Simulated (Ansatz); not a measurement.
# K3TeF at -1.0 GPa (stress–strain coefficients): relaxed-ion elastic tensor

Level of theory: Ansatz 0.2.0, DFT LDA, scalar-relativistic, plane waves, PAW. Cutoff 420 eV, 6×6×6 k-points (Γ-centred), fixed occupations. No spin polarisation.

The cell is fixed (symmetry leaves no force on the atoms) and stands under -1.0 GPa:
```xyz
5
Lattice="5.1596 0.0000 0.0000 0.0000 5.1596 0.0000 0.0000 0.0000 5.1596" Properties=species:S:1:pos:R:3 pbc="T T T"
Te    0.0000    0.0000    0.0000
F     2.5798    2.5798    2.5798
K     2.5798    2.5798    0.0000
K     2.5798    0.0000    2.5798
K     0.0000    2.5798    2.5798
```

The cell is the ideal cubic antiperovskite prototype; whether it is the stable structure of this composition wasn't checked.

(1) Give the relaxed-ion elastic constants (GPa, Voigt order xx yy zz yz xz xy, on the axes of the cell above).

(2) Is the crystal stable against homogeneous strain?

(3) And the moduli of a polycrystal (Hill averages)?

## Answers

(1)
```
47.7 10.8 10.8  0.0  0.0  0.0
10.8 47.7 10.8  0.0  0.0  0.0
10.8 10.8 47.7  0.0  0.0  0.0
 0.0  0.0  0.0 14.5  0.0  0.0
 0.0  0.0  0.0  0.0 14.5  0.0
 0.0  0.0  0.0  0.0  0.0 14.5
```

(2) Yes: the least eigenvalue of the tensor is 14.5 GPa.

(3) B = 23 GPa, G = 16 GPa, E = 39 GPa, ν = 0.22.